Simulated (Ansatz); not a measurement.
Values for one crystal, relaxed and computed with DFT-PBE in the program Ansatz with PAW potentials; other levels are named.

| Property | Result |
|---|---|
| Volume per atom | 21.14 Å³ |
| Electronic character | metallic (no gap) |
| Pressure derivative B′ | 5.4 |
| Formation energy from the elements (no fitted shifts) | -409 meV/atom |
| Density of states at the Fermi level | 0.62 states/eV per atom (mean over ±0.08 eV) |
| Bulk modulus (Birch–Murnaghan fit) | 97.5 GPa |

Task: Which compound is it?
A. Nb3Sn, A15 (Cr3Si type)
B. SnPd, P6/mmm (Pd on 3f, Sn on 2d, Sn on 1a)
C. AlPd, Cmcm (Al on 4c, Pd on 4c)
D. Sn2Au, cubic Laves (MgCu2 type)

Result: B, SnPd, P6/mmm (Pd on 3f, Sn on 2d, Sn on 1a)

The start of the workflow was typed in or built on a structure type; neither database checked (COD, Materials Project) lists it. COD files the formula under space group No. 62, 194. Its standing as an ambient phase is unchecked. Symmetry was held in the PBE relaxation; whether a distortion lowers the energy is not shown. The run is not spin-polarised. The references are the lowest solids computed at this level, not always the standard phases. Spin–orbit coupling is left out wherever it is not named.

Potentials: the earlier of the program's two PAW sets.
